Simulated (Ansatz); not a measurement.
**InSe$_{2}$ (P4/nmm), zone-centre modes**

All numbers below come from DFT PBEsol, scalar-relativistic, plane waves, PAW in Ansatz 0.2.0. Settings: plane waves to 420 eV, k-mesh 12×12×6 (Γ-centred), Gaussian smearing 0.15 eV. No spin polarisation.

The starting cell (relaxed at this level; it needn't be the usual structure):

```xyz
6
Lattice="3.8328 0.0000 0.0000 0.0000 3.8328 0.0000 0.0000 0.0000 9.3405" Properties=species:S:1:pos:R:3 pbc="T T T"
In    0.0000    1.9164    6.5861
In    1.9164    0.0000    2.7544
Se    0.0000    1.9164    3.4279
Se    1.9164    0.0000    5.9127
Se    0.0000    0.0000    0.0000
Se    1.9164    1.9164    0.0000
```

Harmonic modes by finite displacements of 0.02 Å, without the LO–TO term.

At this geometry, is the structure stable against these modes?

No: 2 modes are unstable, the strongest at 28i cm⁻¹.

List the wavenumbers in cm⁻¹.

28i, 28i, 0, 0, 0, 31, 31, 42, 44, 70, 110, 124, 132, 132, 147, 147, 192, 192.

Cost: 1 run of about 7.6 core-minutes, on Intel Xeon 6975P-C (Granite Rapids) (shared hosts).